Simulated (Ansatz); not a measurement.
Values for one crystal, relaxed and computed with plane-wave PAW r²SCAN (Ansatz code); other levels are named.

```yaml
volume_per_atom: 14.98 Å³
electronic_character: metallic (no gap)
mechanical_stability: unstable (C has a negative eigenvalue)
Bulk modulus (Birch–Murnaghan fit): 43.3 GPa
Elastic constants (relaxed ions, GPa): C11 = 2.6, C12 = 62.9, C44 = -65.4
Pressure derivative B′: 3.3
Density of states at the Fermi level: 0.44 states/eV per atom (mean over ±0.08 eV)
```

### Question
Which of these materials gives this?
(A) Pt, diamond
(B) Rh, diamond
(C) Be, diamond
(D) Re, diamond

### Answer
C, Be, diamond

Space group Fd-3m (diamond). The start of the workflow was typed in or built on a structure type; neither database checked (COD, Materials Project) lists it. It is not the phase usual at ambient conditions (space group No. 194). The r²SCAN relaxation kept the symmetry of its start. The volume moved by 16 % from the start of the relaxation. As this level gives no gap, shear constants depend on the k-mesh and smearing (Fermi–Dirac, 0.1 eV here).

Potentials: the earlier of the program's two PAW sets.
